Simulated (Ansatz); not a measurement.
Lattice vibrations of MgAl2C2 at Γ

Theory: Ansatz, DFT PBEsol, scalar-relativistic, plane waves, PAW. Plane waves to 420 eV; Γ-centred k mesh 12×12×6; fixed occupations. No spin polarisation. Phonons by linear response, acoustic sum rule imposed.

Relaxed structure:
```xyz
5
Lattice="3.3754 0.0000 0.0000 -1.6877 2.9232 0.0000 0.0000 0.0000 5.7739" Properties=species:S:1:pos:R:3 pbc="T T T"
Mg    0.0000    0.0000    0.0000
Al    0.0000    1.9488    2.0207
Al    1.6877    0.9744    3.7532
C     0.0000    1.9488    4.2190
C     1.6877    0.9744    1.5550
```

(1) Is this structure stable against zone-centre distortions?

(2) List the optical modes at Γ without the LO field (i marks imaginary ones).

## Answers

(1) Yes, at Γ: no optical mode is imaginary. Strains and other wave vectors aren't tested by this run.

(2)
```csv
frequency (cm⁻¹),degeneracy,IR intensity of the level ((D/Å)²/amu)
220,2,11.01
287,1,45.52
303,2,0.00
381,1,0.00
482,1,12.83
564,1,0.00
644,2,0.00
648,2,96.70
```

Cost: 1 run of about 5.5 core-minutes, on Arm Neoverse V1 (shared hosts).